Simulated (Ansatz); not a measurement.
With PBEsol (plane waves, PAW; program Ansatz), Si₂Ni in the fluorite or antifluorite type structure (Fm-3m) relaxes to a = 5.388 Å. Ni has 8 nearest neighbours from 2.33 Å (cubic). Against the elements it lies at -0.45 eV/atom, with no fitted shifts.

Electronic character: metallic (no gap). The magnetic state found is non-magnetic (starting moments vanished).

An equation-of-state fit gives a bulk modulus of 1590 kbar. The relaxed-ion elastic constants in GPa are C11 = 199, C12 = 141, C44 = 79.9. The elastic constants imply a Debye temperature near 470 K.

Symmetry was held in the PBEsol relaxation. The workflow began spin-polarised and lost its moments. As this level gives no gap, shear constants depend on the k-mesh and smearing (Fermi–Dirac, 0.1 eV here). The references are the lowest solids computed at this level, not always the standard phases.

Potentials: the later of the program's two PAW sets.
